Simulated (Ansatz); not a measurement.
Hf (hcp, Mg type)

```
CELL_PARAMETERS angstrom
      3.20423     0.00000     0.00000
     -1.60212     2.77495     0.00000
      0.00000     0.00000     5.06913
ATOMIC_POSITIONS crystal
  Hf 0.33333 0.66667 0.75000
  Hf 0.66667 0.33333 0.25000
```

In this cell atom 1 (Hf, nearest neighbour Hf at 3.138 Å; its periodic images, 3.2 Å or more away, move with it) is moved by s along Cartesian [111], unit vector (0.577, 0.577, 0.577); all other atoms and the cell stay fixed.

These are PBE (plane waves to 420 eV, PAW, scalar-relativistic; Ansatz, an electronic-structure program) values and carry that method's errors. k mesh 13×13×8 (Γ-centred), Fermi-Dirac smearing 0.05 eV. E stands for the smeared free energy. Left out: 1 of 11 points, with atoms too close for the PAW data. With partly filled bands, energies and forces of such displacements shift with the k mesh and the smearing. Hf is run without spin polarisation. Hf was relaxed with its symmetry unable to fall. Spin-orbit coupling is left out, though Hf is heavy. ΔE is measured from the undisplaced structure.

### Question
Give the computed ΔE (eV/cell) at s (Å) = -0.504, -0.126, 0.126, 0.504, 0.630.

### Answer
```json
[
 {"s (Å)": "-0.504", "ΔE (eV/cell)": "0.407"},
 {"s (Å)": "-0.126", "ΔE (eV/cell)": "0.020"},
 {"s (Å)": "0.126", "ΔE (eV/cell)": "0.020"},
 {"s (Å)": "0.504", "ΔE (eV/cell)": "0.371"},
 {"s (Å)": "0.630", "ΔE (eV/cell)": "0.604"}
]
```

(A displaced cell: forces are minus the slopes of the energy, force constants its curvatures, and phonons follow from these.)
